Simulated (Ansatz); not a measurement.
Elastic constants of CdS (F-43m) under pressure

```xyz
2
Lattice="0.0000 2.9393 2.9393 2.9393 0.0000 2.9393 2.9393 2.9393 0.0000" Properties=species:S:1:pos:R:3 pbc="T T T"
Cd    0.0000    0.0000    0.0000
S     4.4089    4.4089    4.4089
```

This is the zero-pressure cell. At each pressure cell and atoms are relaxed in this structure, and the constants are slopes of the stress at strains of ±0.005 with relaxed ions (the coefficients that govern stability under load). Level: r²SCAN, PAW on Ansatz 0.2.0's default frozen-core files (fitted under PBE), scalar-relativistic; k mesh 6×6×6, strains of ±0.005, fixed occupations, cutoff 500 eV. P is the pressure of the relaxed cell, less that of this one.

| P (GPa) | V/V₀ | C11 (GPa) | C12 (GPa) | C44 (GPa) |
| --- | --- | --- | --- | --- |
| 0.00 | 1.0000 | 72.8 | 54.3 | 25.8 |
| 1.01 | 0.9840 | 76.5 | 59.2 | 25.1 |
| 1.99 | 0.9697 | 80.0 | 63.8 | 24.3 |
| 4.00 | 0.9436 | 87.0 | 73.2 | 22.5 |
| 6.98 | 0.9106 | 96.9 | 86.7 | 19.2 |
| 9.97 | ? | ? | ? | ? |
| 14.97 | 0.8441 | 121.8 | 121.6 | 8.8 |

Problem. Does the bulk modulus from the constants agree with the pressure-volume curve?

Solution. A third-order Birch-Murnaghan fit to the volumes shown (F against f, f = [(V₀/V)^(2/3) − 1]/2) gives B₀ = 60.5 GPa and B′ = 4.4. Its −V dP/dV stands beside (C11 + 2C12)/3:

```csv
P (GPa),from P(V),from the constants
0.00,60.5,60.5
1.01,64.9,64.9
1.99,69.2,69.2
4.00,77.7,77.8
6.98,90.1,90.1
14.97,121.8,121.7
```

Problem. What are the pressure derivatives at zero pressure?

Solution. Slopes at V₀ of quadratic fits in −ln(V/V₀) through the first four rows shown, divided by B₀: dC11/dP = 3.7, dC12/dP = 4.8, dC44/dP = -0.6. The mean slopes up to 2.0 GPa are 3.6, 4.8, -0.8; curvature and scatter of the constants part the two. The combination (dC11/dP + 2 dC12/dP)/3 = 4.5 stands against B′.

Problem. Fill the row at 9.97 GPa.

Solution. Cubic fits in −ln(V/V₀) through all rows shown give C11 = 106.5, C12 = 100.0, C44 = 15.5 GPa. Computed: V/V₀ = 0.8827, C11 (GPa) = 106.5, C12 (GPa) = 100.0, C44 (GPa) = 15.6.

Problem. Does a shear stiffness soften?

Solution. C44 goes from 25.8 to 8.8 GPa; (C11 − C12)/2 goes from 9.2 to 0.1 GPa. C44 and (C11 − C12)/2 soften under pressure, though the lattice stays mechanically stable over this range.

Known limits: this zinc-blende form is metastable at ambient conditions; no other phase was computed; many crystals of this kind change structure within this range, and rows or crossings beyond such a change describe a metastable lattice; frozen-core PAW files fitted under PBE, their cores solved anew for the functional of the run; constants at zero field, no piezoelectric stiffening; phonons weren't checked at these pressures.
